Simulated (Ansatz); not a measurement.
Computed with DFT PBE, scalar-relativistic, plane waves, PAW (Ansatz). Settings: cutoff 420 eV, Γ-centred meshes spaced at most about 0.3 Å⁻¹, and about 0.25 Å⁻¹ or finer for metals (2π included), Gaussian smearing. No spin polarisation in the final relaxations.

Temperature and zero-point effects are left out.

Compare these two cells of In3B2As, each relaxed at this level.

1.

```cif
data_structure
_symmetry_space_group_name_H-M 'P-6m2'
_symmetry_Int_Tables_number 187
_cell_length_a 4.9590
_cell_length_b 4.9590
_cell_length_c 5.9827
_cell_angle_alpha 90.000
_cell_angle_beta 90.000
_cell_angle_gamma 120.000
_cell_volume 127.41
loop_
_atom_site_label
_atom_site_type_symbol
_atom_site_symmetry_multiplicity
_atom_site_Wyckoff_symbol
_atom_site_fract_x
_atom_site_fract_y
_atom_site_fract_z
_atom_site_occupancy
In1 In 1 a 0.00000 0.00000 0.00000 1
In2 In 1 d 0.33333 0.66667 0.50000 1
In3 In 1 c 0.33333 0.66667 0.00000 1
B1 B 2 i 0.66667 0.33333 0.86501 1
As1 As 1 b 0.00000 0.00000 0.50000 1
```

2.

```cif
data_structure
_symmetry_space_group_name_H-M 'P6/mmm'
_symmetry_Int_Tables_number 191
_cell_length_a 5.1161
_cell_length_b 5.1161
_cell_length_c 5.1435
_cell_angle_alpha 90.000
_cell_angle_beta 90.000
_cell_angle_gamma 120.000
_cell_volume 116.59
loop_
_atom_site_label
_atom_site_type_symbol
_atom_site_symmetry_multiplicity
_atom_site_Wyckoff_symbol
_atom_site_fract_x
_atom_site_fract_y
_atom_site_fract_z
_atom_site_occupancy
In1 In 2 d 0.33333 0.66667 0.50000 1
In2 In 1 a 0.00000 0.00000 0.00000 1
B1 B 2 c 0.33333 0.66667 0.00000 1
As1 As 1 b 0.00000 0.00000 0.50000 1
```

Task: Which is lower in energy, and by how much?

Result: Cell 1 is lower, by 46 meV/atom. Cell 1 has space group P-6m2 (No. 187), 21.2 Å³/atom and no gap on its mesh; cell 2 has space group P6/mmm (No. 191), 19.4 Å³/atom and no gap. The shortest distance is 1.62 Å (B–B) in cell 1 and 2.57 Å (In–As and In–B) in cell 2. Cell 1 holds B–B pairs (shortest 1.62 Å); in cell 2 the shortest B–B distance is 2.95 Å. The lower one is the more open, so pressure narrows the difference. Even the lower one lies +1.04 eV/atom against the reference forms of the elements (uncorrected), so neither is stable at this level. In cell 1, around In on its first site lie 3 In at 2.86 Å, 6 B at 2.97 Å and 2 As at 2.99 Å; B is surrounded by 1 B at 1.62 Å and 6 In at 2.97 Å; As has 5 In at 2.86–2.99 Å; 2 more sites not described. In cell 2, In on a site of symmetry -6m2 is surrounded by 2 B at 2.57 Å, 3 In at 2.95 Å and 3 As at 2.95 Å; B is surrounded by 2 In at 2.57 Å, 3 B at 2.95 Å and 3 In at 2.95 Å; around As lie 2 In at 2.57 Å and 6 In at 2.95 Å; 1 more site not described. Both come from invented guesses. A third cell relaxed alike, in P-3m1, lies 281 meV/atom below the lower of the two.

Cells relaxed within their symmetry can be saddle points.
